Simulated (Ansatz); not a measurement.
Zr2H2NO2, M2XT2 MXene (fcc sites)-type layer, relaxed and computed with two functionals in Ansatz (plane waves, PAW).

| functional | a (Å) | thickness (Å) |
|---|---|---|
| PBE | 3.294 | 7.00 |
| r²SCAN+D4 | (withheld) | (withheld) |

Q: Some entries are withheld; supply them.

A: 
- r²SCAN+D4, a (Å): 3.280
- r²SCAN+D4, thickness (Å): 6.95

Began spin-polarised and lost the moments: Zr2H2NO2, M2XT2 MXene (fcc sites)-type layer with PBE; Zr2H2NO2, M2XT2 MXene (fcc sites)-type layer with r²SCAN+D4. All cells were relaxed under the symmetry of their starts (and spin orders); stability against distortions was not tested throughout. Scalar-relativistic: spin–orbit coupling is off unless named, which matters more the heavier the elements. Constructed layers (a layer type filled with these elements): Zr2H2NO2, M2XT2 MXene (fcc sites)-type layer; Zr2H2NO2, M2XT2 MXene (fcc sites)-type layer.

Potentials: the later of the program's two PAW sets.

Ansatz (a first-principles code) is a plane-wave DFT program.
